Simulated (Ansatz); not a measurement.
**Fields on a plane of Rh (fcc, Cu type)**

```xyz
1
Lattice="0.0000 1.9151 1.9151 1.9151 0.0000 1.9151 1.9151 1.9151 0.0000" Properties=species:S:1:pos:R:3 pbc="T T T"
Rh     0.0000     0.0000     0.0000
```

The slice is a {100} plane (indices of the conventional cell) through the point (0.000, 0.000, 0.000) (fractional), spanned by u = [100] and v = [0 1 -1] in vectors of this cell: u (2.71 Å) and v (2.71 Å, at 90° to u). It covers one period; positions are fractions (u, v).

Atoms on it: Rh at (0.00, 0.00).

Method: PBE (plane waves to 420 eV, PAW, scalar-relativistic; Ansatz, a first-principles code). k mesh 21×21×21. These are valence fields of a PAW run, semicore shells included where kept as valence: close to a nucleus they are smooth pseudo fields. Rh is run without spin polarisation. Rh was relaxed with its symmetry unable to fall. The PAW data are Ansatz's earlier set.

```
|xxxxxxxxxxxxxxxxxx  ..--==--..  xxxxxxxxxxxxxxxx|
|xxxxxxxxxxxxxxxxxx  ::======::  xxxxxxxxxxxxxxxx|
|xxxxxxxxxxxxxxxxxx  --==++==--  xxxxxxxxxxxxxxxx|
|xxxxxxxxxxxxxxxx  ..==++**++==..  xxxxxxxxxxxxxx|
|xxxxxxxxxxxxxxxx  --++******++--  xxxxxxxxxxxxxx|
|xxxxxxxxxxxxxx  ::==**######**==::  xxxxxxxxxxxx|
|xxxxxxxxxxxx  ..==**##%%%%%%##**==..  xxxxxxxxxx|
|xxxxxxxx    ::==**##%%%%%%%%%%##**==::    xxxxxx|
|        ..--==**##%%%%@@@@@@%%%%##**==--..      |
|....::::==++**##%%%%@@@@@@@@@@%%%%##**++==::::..|
|----====++**##%%%%@@@@@@@@@@@@@@%%%%##**++====--|
|======++****##%%%%@@@@@@@@@@@@@@%%%%##****++====|
|----====++**##%%%%@@@@@@@@@@@@@@%%%%##**++====--|
|....::::==++**##%%%%@@@@@@@@@@%%%%##**++==::::..|
|        ..--==**##%%%%@@@@@@%%%%##**==--..      |
|xxxxxxxx    ::==**##%%%%%%%%%%##**==::    xxxxxx|
|xxxxxxxxxxxx  ..==**##%%%%%%##**==..  xxxxxxxxxx|
|xxxxxxxxxxxxxx  ::==**######**==::  xxxxxxxxxxxx|
|xxxxxxxxxxxxxxxx  --++******++--  xxxxxxxxxxxxxx|
|xxxxxxxxxxxxxxxx  ..==++**++==..  xxxxxxxxxxxxxx|
|xxxxxxxxxxxxxxxxxx  --==++==--  xxxxxxxxxxxxxxxx|
|xxxxxxxxxxxxxxxxxx  ::======::  xxxxxxxxxxxxxxxx|
|xxxxxxxxxxxxxxxxxx  ..--==--..  xxxxxxxxxxxxxxxx|
|xxxxxxxxxxxxxxxxxx  ..--==--..  xxxxxxxxxxxxxxxx|
```
Scale: ten equal steps from 7.00 (start of ' ') to 15.59 (end of '@'), in the order ' .:-=+*#%@'. Values: electrostatic potential energy of an electron, from the cell's mean, in eV. The map has 24 points along u (two characters each, u = 0 at the left) and 24 along v (v = 0 in the bottom row). Points within 1 Å of a nucleus are blanked (x), as the pseudised field means little there. Values under 7 eV are set to 7. The zero, the cell's mean, hangs on the PAW cores.

```
|999987654322222345678999|
|999887654321112345678899|
|998887643221112234678889|
|888876543211111234567888|
|777765432211111223456777|
|666654332111011123345666|
|555443321111011112334455|
|444332211100000111223344|
|333222111000000011122233|
|222211110000000001111222|
|222111110000000001111122|
|221111000000000000011112|
|222111110000000001111122|
|222211110000000001111222|
|333222111000000011122233|
|444332211100000111223344|
|555443321111011112334455|
|666654332111011123345666|
|777765432211111223456777|
|888876543211111234567888|
|998887643221112234678889|
|999887654321112345678899|
|999987654322222345678999|
|999987654322222345678999|
```
Scale: ten equal steps from -0.86 (start of '0') to 1.17 (end of '9'), in the order '0123456789'. Values: log₁₀ of the valence density in e/Å³. The map has 24 points along u (one character each, u = 0 at the left) and 24 along v (v = 0 in the bottom row). The scale is logarithmic, as a density can span decades between atoms and voids.

- Density on the Rh–Rh line (2.71 Å) at its midpoint = 0.37 e/Å³
- ELF at that point = 0.27
